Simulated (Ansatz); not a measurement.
Sr:
```yaml
crystal:
  lattice:
    - [0.00000, 3.04961, 3.04961]
    - [3.04961, 0.00000, 3.04961]
    - [3.04961, 3.04961, 0.00000]
  atoms:
    - { symbol: Sr, position: [0.00000, 0.00000, 0.00000] }
```

Relaxed with r²SCAN. Special points in fractions of this cell's reciprocal vectors: Γ (0.000, 0.000, 0.000); X (0.500, 0.000, 0.500); U (0.625, 0.250, 0.625); K (0.375, 0.375, 0.750); L (0.500, 0.500, 0.500); W (0.500, 0.250, 0.750).

Problem. List the band energies nearest the Fermi level at these points for the program Ansatz at the r²SCAN level (PAW).

Solution. In eV from the Fermi level; about four levels below and three above (degenerate sets whole), none deeper than 8.9 eV; points with the same levels are listed once.

```tsv
k	below	above
Γ	-3.78	2.70 2.70 2.70
X	-0.55	0.54 0.98 5.26
U	-0.02	0.37 0.85 3.73
L	-1.03 -0.06	2.51 2.51 5.27 5.27
W	–	0.14 0.70 0.70
```

Space group Fm-3m (fcc (Cu type)). Symmetry was held in the r²SCAN relaxation. Spin–orbit coupling is left out wherever it is not named.

Potentials: the later of the program's two PAW sets.
